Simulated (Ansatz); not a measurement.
Input:

AlAu:
```
AlAu
1.0
    3.15214     0.00000     0.00000
    0.00000     3.15214     0.00000
    0.00000     0.00000     3.15214
Al Au
1 1
Direct
  0.00000   0.00000   0.00000
  0.50000   0.50000   0.50000
```

This is the LDA-relaxed structure.

Q: All from LDA (plane waves, PAW; program Ansatz), unless another level is named. Predict the highest zone-centre frequency.

A: 159 cm⁻¹.

Q: Next, the bulk modulus (Birch–Murnaghan fit)?

A: 135 GPa.

Q: Give the elastic constants (relaxed ions, GPa).

A: C11 = 128, C12 = 142, C44 = -8.1.

Space group Pm-3m (CsCl type). The workflow started from a Materials Project entry (that database holds measured and hypothetical structures alike); the Crystallography Open Database copy checked does not list it. With Al and Au taken as one species the cell has the higher symmetry Im-3m, so it may be an ordered model of a mixed-site phase. Its standing as an ambient phase is unchecked. The LDA relaxation kept the symmetry of its start. At this level the phase is mechanically unstable. As this level gives no gap, shear constants depend on the k-mesh and smearing (Fermi–Dirac, 0.1 eV here). As this level gives no gap, phonon frequencies hold no LO–TO term and depend on the k-mesh and smearing (Fermi–Dirac, 0.1 eV here). Spin–orbit coupling is left out wherever it is not named.

Potentials: the later of the program's two PAW sets.
